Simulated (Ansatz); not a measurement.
# Mo: computed property card

Mo:
```
Mo
1.0
    2.73009     0.00000     0.00000
   -1.36504     2.36433     0.00000
    0.00000     0.00000     4.83721
Mo
2
Direct
  0.33333   0.66667   0.25000
  0.66667   0.33333   0.75000
```

Space group P6_3/mmc (No. 194), hcp (Mg type); conventional cell a = b = 2.7301 Å, c = 4.8372 Å, α = β = 90.00°, γ = 120.00°.

Method: PBEsol in the plane-wave PAW code Ansatz. The cell and atoms are relaxed at this level. Other levels are named where they apply.

**Cell and energy**

```yaml
volume_per_atom: 15.61 Å³
density: 10.21 g/cm³
```

**Electronic structure**

```yaml
electronic_character: metallic (no gap)
Density of states at the Fermi level: 1.3 states/eV per atom (mean over ±0.08 eV)
Gap with spin–orbit coupling: none (metallic)
```

**Mechanics**

```yaml
Bulk modulus (Birch–Murnaghan fit): 250 GPa
Pressure derivative B′: 4.0
```

**Phonons**

```yaml
highest_zone_centre_frequency: 263 cm⁻¹
zone_centre_stability: unstable, softest mode 27i cm⁻¹
```

The start of the workflow was typed in or built on a structure type; the Crystallography Open Database copy checked does not list it. It is not the phase usual at ambient conditions (space group No. 229). The PBEsol relaxation kept the symmetry of its start; phonons show weakly imaginary modes. The run is not spin-polarised. As this level gives no gap, phonon frequencies hold no LO–TO term and depend on the k-mesh and smearing (Fermi–Dirac, 0.1 eV here). Axis ratios of metals converge slowly with the k-mesh, so a and c are less sure than the volume. On the denser mesh and wider smearing of the elastic run this cell carries a stress of 0.4 GPa. Scalar-relativistic: spin–orbit coupling is off unless named, which matters more the heavier the elements.

Potentials: the later of the program's two PAW sets.
